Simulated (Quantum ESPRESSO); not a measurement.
Band energies of Zn2P2O7

```
CELL_PARAMETERS angstrom
      3.32626    -4.19431     0.00000
      3.32626     4.19431     0.00000
     -1.16029     0.00000     4.40835
ATOMIC_POSITIONS crystal
  O  0.62606 0.93020 0.27708
  O  0.37394 0.06980 0.72292
  O  0.06980 0.37394 0.72292
  O  0.93020 0.62606 0.27708
  O  0.38011 0.38011 0.21278
  O  0.61989 0.61989 0.78722
  O  0.00000 0.00000 0.00000
  P  0.78545 0.78545 0.09292
  P  0.21455 0.21455 0.90708
  Zn 0.30934 0.69066 0.50000
  Zn 0.69066 0.30934 0.50000
```

PBEsol (Quantum ESPRESSO, PseudoDojo norm-conserving, 84 Ry, no spin-orbit coupling); path ΓYFHZIF1,H1Y1XΓN,MΓ; energies in eV from the valence-band maximum.

```csv
k (1/Å),point,band 42,band 43,band 44,band 45,band 46,band 47,band 48,band 49
0.00,Γ,-1.40,-1.08,-0.70,-0.69,-0.49,3.63,6.77,7.85
0.19,,-1.39,-1.18,-0.73,-0.67,-0.47,3.91,6.59,7.57
0.58,,-1.27,-1.10,-0.70,-0.50,-0.28,4.95,6.23,7.32
0.77,,-1.20,-1.09,-0.82,-0.45,-0.23,5.24,5.97,7.36
0.97,Y,-1.41,-1.23,-0.70,-0.45,-0.31,5.54,5.72,6.95
0.97,F,-1.46,-1.21,-0.60,-0.42,-0.31,5.35,5.45,6.97
1.32,,-1.38,-0.89,-0.63,-0.59,-0.31,5.30,5.93,7.84
1.49,,-1.14,-0.86,-0.73,-0.58,-0.34,5.55,6.26,7.57
1.84,,-1.18,-0.96,-0.72,-0.56,-0.39,6.19,6.52,7.08
2.01,,-1.30,-1.01,-0.68,-0.56,-0.37,6.23,6.44,6.93
2.19,H,-1.30,-1.12,-0.84,-0.39,-0.34,5.91,6.29,7.01
2.39,,-1.02,-0.95,-0.83,-0.32,-0.20,5.82,6.85,7.46
2.80,Z,-0.83,-0.70,-0.51,-0.41,0.00,5.82,6.57,7.02
2.99,,-0.92,-0.65,-0.53,-0.51,-0.09,5.77,6.70,6.76
3.36,,-1.36,-1.12,-0.58,-0.38,-0.36,5.37,5.73,7.00
3.55,I,-1.46,-1.22,-0.60,-0.42,-0.31,5.36,5.44,6.97
3.55,F1,-1.46,-1.21,-0.60,-0.42,-0.31,5.35,5.45,6.97
4.77,H1,-1.30,-1.12,-0.84,-0.39,-0.34,5.91,6.29,7.01
4.77,Y1,-1.41,-1.23,-0.70,-0.45,-0.31,5.54,5.72,6.95
4.97,,-1.24,-1.15,-0.64,-0.61,-0.41,5.80,5.99,7.12
5.17,,-1.07,-0.80,-0.71,-0.58,-0.49,5.95,6.30,7.23
5.38,X,-1.03,-0.78,-0.61,-0.54,-0.52,6.05,6.43,7.09
5.57,,-1.02,-0.97,-0.66,-0.58,-0.50,5.62,6.24,7.74
5.75,,-1.20,-0.92,-0.75,-0.68,-0.48,4.71,6.45,7.98
6.13,Γ,-1.40,-1.08,-0.70,-0.69,-0.49,3.63,6.77,7.85
6.47,,-1.42,-1.07,-0.71,-0.61,-0.45,4.42,6.50,7.35
6.63,,-1.46,-1.04,-0.71,-0.53,-0.41,5.07,6.44,7.20
6.97,N,-1.17,-1.09,-0.79,-0.42,-0.41,6.04,6.06,7.52
6.97,M,-1.41,-0.90,-0.87,-0.65,-0.36,5.78,5.78,7.08
7.28,,-1.24,-0.83,-0.83,-0.75,-0.46,4.39,6.57,7.60
7.59,Γ,-1.40,-1.08,-0.70,-0.69,-0.49,3.63,6.77,7.85
```

The PBEsol gap is indirect, 3.63 eV, from Z to Γ; the smallest direct gap is 4.11 eV.

Geometry of the Materials Project entry, not relaxed at this level.

The structure is a Materials Project entry; no match was found in the copy of COD used, and its stability was not checked.
